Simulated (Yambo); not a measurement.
Yambo run on Cs2SiF6 (space group Fm-3m, No. 225). The wavefunctions are PBEsol (pw.x of Quantum ESPRESSO, ONCV potentials, without SOC) ones on a 2×2×2 mesh (32 occupied bands); a = 6.242 Å, b = 6.242 Å, c = 6.242 Å, α = 60.00°, β = 60.00°, γ = 60.00°.

Yambo input:

```
rim_cut
gw0
dyson
el_el_corr
HF_and_locXC
mpa
em1d
RandQpts= 1000000
RandGvec= 1 Ry
EXXRLvcs= 84 Ry
VXCRLvcs= 336 Ry
Chimod= "HARTREE"
% BndsRnXm
 1 | 317 |
%
NGsBlkXm= 8 Ry
% LongDrXm
 1.0 | 1.0 | 1.0 |
%
EnSampXm= "2l"
EnGridXm= "lP"
% EnRngeXm
 0.0 | 40.0 | eV
%
% ImRngeXm
 2.72114 | 27.21138 | eV
%
% DmRngeXm
 0.02721 | 2.72114 | eV
%
ETStpsXm= 8
IntSolXm= "PT"
% GbndRnge
 1 | 317 |
%
GTermKind= "none"
DysSolver= "n"
ExtendOut
% QPkrange
 1 | 1 | 32 | 33 |
%
```

k points by index: 1 = Γ.

Resulting energies as the program prints them:

```
#    K-point    Band    Eo [eV]    E [eV]    E-Eo [eV]    Vxc [eV]    Vnlxc [eV]    Sc|Eo [eV]    Sc|E [eV]    dSc/dw|Eo [eV]    Re(Z)    Im(Z)
#
    1    32    0.000000    -2.220156    -2.220156    -22.82235    -30.78908    5.191960    5.746573    -6.747770    0.800474    -0.025677
    1    33    7.260216    8.376234    1.116018    -8.096349    -4.090984    -2.760455    -2.889348    -3.140687    0.896518    -0.002393
```
(The two width columns are left out.) Convergence of these settings isn't established.

Geometry of the Materials Project entry, not relaxed at this level.
